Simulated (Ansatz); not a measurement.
# Slab of fcc Al (110), 1 layer

The slab is cut from the fcc crystal, the stable phase, as relaxed on PAW files (16.50 Å³/atom), with 16 Å of vacuum and a dipole correction:

```xyz
1
Lattice="2.8575 0.0000 0.0000 0.0000 4.0411 0.0000 0.0000 0.0000 16.0000" Properties=species:S:1:pos:R:3 pbc="T T T"
Al    0.0000    0.0000    8.0000
```

Computed with Ansatz 0.2.0; functional PBE, scalar-relativistic. Settings: a Γ-centred 13×9×1 k mesh, Fermi–Dirac smearing of 0.08 eV, no spin polarisation. Methods: LAPW: all electrons, basis error target 1 meV/atom; PAW: frozen-core files, cutoff 420 eV.

The bulk energy comes from a cell in the slab's orientation on a 13×9×13 mesh. The surface energy is (E(slab) − N·E(bulk))/2A at zero smearing, the mean of both faces; thin slabs carry quantum-size effects.

Task: As cut, the LAPW slab lies 1.722 eV above 1 atom of bulk. What surface energy is that?

Result: Over two faces of 11.55 Å² it is 74.6 meV/Å², and times 16.02 J/m² per eV/Å² that gives γ = 1.194 J/m².

```json
{"method": "LAPW", "γ as cut (J/m²)": "1.194", "Φ as cut (eV)": "3.90"}
{"method": "PAW", "γ as cut (J/m²)": "1.195", "Φ as cut (eV)": "3.90"}
```

Task: A field of 0.1 V/Å is applied along the normal, atoms held. What follows?

Result: LAPW finds an induced dipole of 0.0225 e·Å a cell (PAW 0.0225), that is 3.52 Å for 4πα over the area, against 0.00 Å between the outer atoms.

Task: What changes if the vacuum is set to 9 Å?

Result: LAPW then gives: no gap, work function 3.84 eV; PAW: no gap, work function 3.83 eV. The program warns that the vacuum is too thin.
